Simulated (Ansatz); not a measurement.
# Gd (Fm-3m): couplings from the magnetic force theorem

```
CELL_PARAMETERS angstrom
0.00000 -2.58582 2.58582
0.00000 2.58582 2.58582
-5.17164 0.00000 0.00000
ATOMIC_POSITIONS crystal
Gd 0.00000 0.00000 0.00000
Gd 0.50000 0.50000 0.50000
```

Geometry: a structure from the Materials Project, repeated to hold the magnetic orders; nothing is relaxed.

Settings: LDA, 8×8×6 k mesh, Fermi–Dirac smearing of 0.025 eV. PAW means Ansatz 0.2.0 on its default frozen-core files. Site moments are integrated in spheres about the atoms. Start moments (μB): Gd1 7.1, Gd2 -7.1.

Site moments (μB): Gd1 7.14, Gd2 -7.14. Cell moment 0.00 μB.

Couplings come from the force theorem (directions of the magnetic atoms constrained, all else relaxed) on a 8×8×6 mesh, with E = −Σ J e_i·e_j over ordered pairs of unit vectors, so positive J favours parallel moments.

```
                   pair  count  J PAW (meV)
Gd1–Gd at 3.66 Å, set 1      4        -2.32
Gd1–Gd at 3.66 Å, set 2      8        -1.59
Gd1–Gd at 5.17 Å, set 1      4        -0.72
Gd1–Gd at 5.17 Å, set 2      2        -0.25
Gd1–Gd at 6.33 Å, set 1      8        -0.25
Gd1–Gd at 6.33 Å, set 2     16        -0.09
Gd1–Gd at 7.31 Å, set 1      4        +0.15
Gd1–Gd at 7.31 Å, set 2      8        +0.02
```

Pairs at one distance with different couplings are listed as sets.

The program reports that this state isn't the lowest of its own couplings. The gain of the softest rotation is smaller than what its band sum leaves out of a whole turn, though, so more bands could change its sign.

The couplings come from one mesh, and their convergence in k wasn't tested.

The PAW files were made with PBE; the program remakes their cores once for the run's functional and then keeps them frozen. Without U a semilocal functional puts the f levels too near the Fermi level, which can change moments and the order of magnetic states; site and cell moments are spin moments. The Ansatz runs typed with the search for lower states off end where their start leads. Spin–orbit coupling is left out although heavy atoms are present. With open f shells a run can end in a state that isn't the lowest. These are results for the start and cell typed. The real compound can order otherwise, in a larger cell, or not at all, since semilocal functionals at zero temperature often overstate magnetism.
